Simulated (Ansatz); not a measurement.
Method: PBE, scalar-relativistic; no spin polarisation; PAW, 420 eV, Γ-centred 10×10×6 mesh, 0.05 eV Gaussian smearing; code Ansatz. The datasets are Ansatz's generated set soft_2.

A compound XSb has these computed properties.

| Item | Value |
| --- | --- |
| Space group | P6_3/mmc (No. 194) |
| Conventional cell | a = 4.323 Å, b = 4.323 Å, c = 5.115 Å, α = 90.00°, β = 90.00°, γ = 120.00° |
| Volume | 20.70 Å³/atom |
| Band gap | zero (metallic) |
| Density of states at the Fermi level | about 0.8 states/(eV·atom) |
| Bader charges | X -0.17; Sb 0.17 e |
| Formation energy from the elements (0 K, uncorrected) | 0.46 eV/atom (unstable against the elements) |
| Bulk modulus (Birch–Murnaghan) | 156 GPa |
| Pressure derivative B0′ | 5.3 |

Sites: X on 2a, Sb on 2c.

Question: Which element is X?
A. Ta
B. Re
C. Ir
D. W

Answer: B. X is Re, so the compound is ReSb.

The cell came from substitution into a structure type; no database entry of this phase was matched, which doesn't show that none exists.

No spin–orbit coupling, a notable omission for heavy elements.
